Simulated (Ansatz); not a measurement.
CdS (wurtzite), relaxed and computed with several functionals in Ansatz (plane waves, PAW).

```tsv
functional	a (Å)	c (Å)	V (Å³/atom)	gap (eV)	B₀ by P(V) fit (GPa)
PBE	4.197	6.829	26.04	1.11	53.2
r²SCAN	?	?	?	?	?
HSE06	4.170	6.776	25.51	2.18	59.3
LDA	4.074	6.639	23.85	1.03	67.7
```

### Question
Some entries are withheld; supply them.

### Answer

- r²SCAN, a (Å): 4.165
- r²SCAN, c (Å): 6.768
- r²SCAN, V (Å³/atom): 25.42
- r²SCAN, gap (eV): 1.63
- r²SCAN, B₀ by P(V) fit (GPa): 60.3

All cells were relaxed under the symmetry of their starts (and spin orders); stability against distortions was not tested throughout. Scalar-relativistic: spin–orbit coupling is off unless named, which matters more the heavier the elements.

Potentials: the earlier of the program's two PAW sets. The files were generated under PBE; for other functionals the program regenerates the frozen cores, and for LDA and PBEsol the local potential too.

Ansatz (a program for electronic structure) is a plane-wave DFT program.
